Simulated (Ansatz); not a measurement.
HgTe (zinc blende, space group No. 216) under volume change, PBE (plane waves, PAW; program Ansatz), scaled uniformly.

```
V (Å³/atom)  E − E(relaxed) (meV/atom)     P (GPa)
-----------  -------------------------  ----------
33.462                            38.6        4.12
34.565                            16.0        2.48
35.669                             3.8        1.13
36.772                             0.0        0.00
37.875                             3.3       -0.94
38.978                      (withheld)  (withheld)
40.081                      (withheld)  (withheld)
```

Problem. Some entries are withheld; supply them.

Solution. 
- 40.081, E − E(relaxed) (meV/atom): 26.6
- 40.081, P (GPa): -2.35
- 38.978, E − E(relaxed) (meV/atom): 12.5
- 38.978, P (GPa): -1.71

Problem. What does a third-order Birch–Murnaghan fit give for V₀, B₀ and B′?

Solution. V₀ = 36.77 Å³/atom, B₀ = 34.2 GPa, B′ = 5.2.

Space group F-43m (zinc blende). The cell was relaxed with PBE under the symmetry of its start. Scalar-relativistic: spin–orbit coupling is off unless named, which matters more the heavier the elements.

Potentials: the earlier of the program's two PAW sets.
